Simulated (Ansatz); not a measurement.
Data:

Nb:
```cif
data_Nb8
_chemical_formula_sum 'Nb8'
_space_group_name_H-M_alt 'Fd-3m :1'
_space_group_IT_number 227
_space_group_name_Hall 'F 4d 2 3 -1d'
_cell_length_a 5.80264
_cell_length_b 5.80264
_cell_length_c 5.80264
_cell_angle_alpha 90.000
_cell_angle_beta 90.000
_cell_angle_gamma 90.000
loop_
_atom_site_label
_atom_site_type_symbol
_atom_site_symmetry_multiplicity
_atom_site_Wyckoff_symbol
_atom_site_fract_x
_atom_site_fract_y
_atom_site_fract_z
_atom_site_occupancy
Nb1 Nb 8 b 0.50000 0.50000 0.50000 1
```
(The calculation used a cell of 2 atoms; values per cell refer to that cell.)

This is the PBEsol-relaxed structure.

**Question.** All from plane-wave PAW PBEsol (Ansatz code), unless another level is named. Estimate the density of states at the Fermi level.

**Answer.** 1.5 states/eV per atom (mean over ±0.08 eV).

**Question.** Next, the gap with spin–orbit coupling?

**Answer.** none (metallic).

The start of the workflow was typed in or built on a structure type; neither database checked (COD, Materials Project) lists it. It is not the phase usual at ambient conditions (space group No. 229). The PBEsol relaxation kept the symmetry of its start. At this level the phase is dynamically unstable (imaginary phonons). No spin polarisation was allowed. Scalar-relativistic: spin–orbit coupling is off unless named, which matters more the heavier the elements.

Potentials: the later of the program's two PAW sets.
